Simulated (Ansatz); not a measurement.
ZnSe:
```yaml
crystal:
  lattice:
    - [0.00000, 2.83264, 2.83264]
    - [2.83264, 0.00000, 2.83264]
    - [2.83264, 2.83264, 0.00000]
  atoms:
    - { symbol: Se, position: [0.75000, 0.75000, 0.75000] }
    - { symbol: Zn, position: [0.00000, 0.00000, 0.00000] }
```

Relaxed with r²SCAN. Special points in fractions of this cell's reciprocal vectors: Γ (0.000, 0.000, 0.000); X (0.500, 0.000, 0.500); U (0.625, 0.250, 0.625); K (0.375, 0.375, 0.750); L (0.500, 0.500, 0.500); W (0.500, 0.250, 0.750).

Q: List the band energies nearest the valence-band maximum at these points for plane-wave PAW r²SCAN (Ansatz code).

A: In eV from the valence-band maximum; about four levels below and three above (degenerate sets whole), none deeper than 8.9 eV; … stands for higher levels left out; points with the same levels are listed once.

```tsv
k	below	above
Γ	-6.29 -6.29 0.00 0.00 0.00	1.87 …
X	-6.11 -4.80 -2.24 -2.24	3.34 3.88 11.50
U	-6.02 -4.76 -3.15 -1.83	3.99 6.06 9.65
L	-6.13 -5.31 -0.89 -0.89	3.05 6.87 6.87
W	-5.99 -4.72 -2.83 -2.71	5.83 6.08 7.59
```

Space group F-43m (zinc blende). The r²SCAN relaxation kept the symmetry of its start; phonons on a q-mesh show no instability. Spin–orbit coupling is left out wherever it is not named.

Potentials: the later of the program's two PAW sets.
